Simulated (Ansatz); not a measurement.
SiGeO3:
```yaml
crystal:
  lattice:
    - [3.40851, 0.00000, 0.00000]
    - [0.00000, 3.40851, 0.00000]
    - [0.00000, 0.00000, 4.40364]
  atoms:
    - { symbol: Si, position: [0.50000, 0.50000, 0.60397] }
    - { symbol: Ge, position: [0.00000, 0.00000, 0.15274] }
    - { symbol: O, position: [0.00000, 0.50000, 0.48266] }
    - { symbol: O, position: [0.50000, 0.00000, 0.48266] }
    - { symbol: O, position: [0.50000, 0.50000, 0.96816] }
```

Relaxed with r²SCAN+D4.

Q: Give the Bader charges and basin volumes of the independent atoms, DFT-r²SCAN+D4 in the program Ansatz with PAW potentials.

A: 

```json
[
 {"atom": "Si1", "Bader charge (e)": "+3.32", "Bader volume (Å³)": "2.8"},
 {"atom": "Ge2", "Bader charge (e)": "+1.39", "Bader volume (Å³)": "13.0"},
 {"atom": "O3", "Bader charge (e)": "-1.58", "Bader volume (Å³)": "11.2"},
 {"atom": "O5", "Bader charge (e)": "-1.55", "Bader volume (Å³)": "12.8"}
]
```

Space group P4mm. The start of the workflow was typed in or built on a structure type; neither database checked (COD, Materials Project) lists it. Its standing as an ambient phase is unchecked. The cell was relaxed with r²SCAN+D4 under the symmetry of its start; whether a distortion lowers the energy is not shown.

Potentials: the later of the program's two PAW sets.
